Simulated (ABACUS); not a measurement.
How a calculation on Ti (P6_3/mmc, 2 atoms in the cell; from Materials Project mp-46, lattice scaled a little) responds to its settings

```yaml
crystal:
  lattice:
    - [2.96714, 0.00000, 0.00000]
    - [-1.48357, 2.56962, 0.00000]
    - [0.00000, 0.00000, 4.69052]
  atoms:
    - { symbol: Ti, position: [0.33333, 0.66667, 0.25000] }
    - { symbol: Ti, position: [0.66667, 0.33333, 0.75000] }
```

Base run A: LDA (PW92), numerical atomic orbitals DZP (confined pseudo-atomic orbitals with Gaussian additions; energy shift 0.003 Ry), PseudoDojo 0.4 standard norm-conserving LDA (tails mended) pseudopotentials (ABACUS), self-consistent single point.

Its settings: basis = DZP numerical atomic orbitals, energy shift 0.003 Ry; KPT = Gamma 13 13 7 0 0 0; basis_type = lcao; dft_functional = PWLDA; ecutwfc = 100 Ry; smearing_method = gaussian; smearing_sigma = 0.00734986 Ry; potentials = PseudoDojo 0.4 standard norm-conserving LDA (tails mended); symmetry = 1; symmetry_prec = 1e-05; ks_solver = scalapack_gvx; scf_nmax = 100; scf_thr = 1.0e-06; mixing_type = broyden; mixing_beta = 0.7.

The atom-centred basis is finite, which shifts total energies and pressures against plane waves. The structure comes from a collection of computed structures, made at another level of theory; the collection holds predicted forms beside known ones. Its lattice was then scaled.

ΔF is the free energy per atom less that of run A. 

A variant of run A gave: the free energy drops by 23.6 meV/atom and the pressure goes from -10.39 to -10.17 GPa.

Q: Which change was made?
A) smearing_method: gaussian → fd; smearing_sigma: 0.00734986 Ry → 0.00367493 Ry
B) smearing_sigma: 0.00734986 Ry → 0.0220496 Ry
C) smearing_method: gaussian → mv; smearing_sigma: 0.00734986 Ry → 0.00367493 Ry
D) smearing_method: gaussian → mp; smearing_sigma: 0.00734986 Ry → 0.00367493 Ry

A: B, smearing_sigma: 0.00734986 Ry → 0.0220496 Ry. That run gave: ΔF (meV/atom) -23.6; pressure (GPa) -10.17; TS (meV/atom) 55.6.

The base and the other variants:

```
smearing_sigma, smearing_method  ΔF (meV/atom)  pressure (GPa)  TS (meV/atom)
-------------------------------  -------------  --------------  -------------
0.00734986 Ry, gaussian                   0.00          -10.39            5.7
0.00367493 Ry, fd                        -1.89          -10.38            9.6
0.0220496 Ry, fd                        -210.0           -7.99          463.6
0.00367493 Ry, mp                          3.0          -10.39            0.2
0.0220496 Ry, mp                           5.1          -10.49           -6.9
0.00367493 Ry, mv                          2.9          -10.40            0.4
0.00734986 Ry, mv                          2.4          -10.41            1.2
```

The atomic orbitals were generated for these runs; they are not ABACUS's published sets and were checked against plane waves on a few crystals only.

“Tails mended”: in these copies of the files the far tail of each local potential was reset to the Coulomb form.
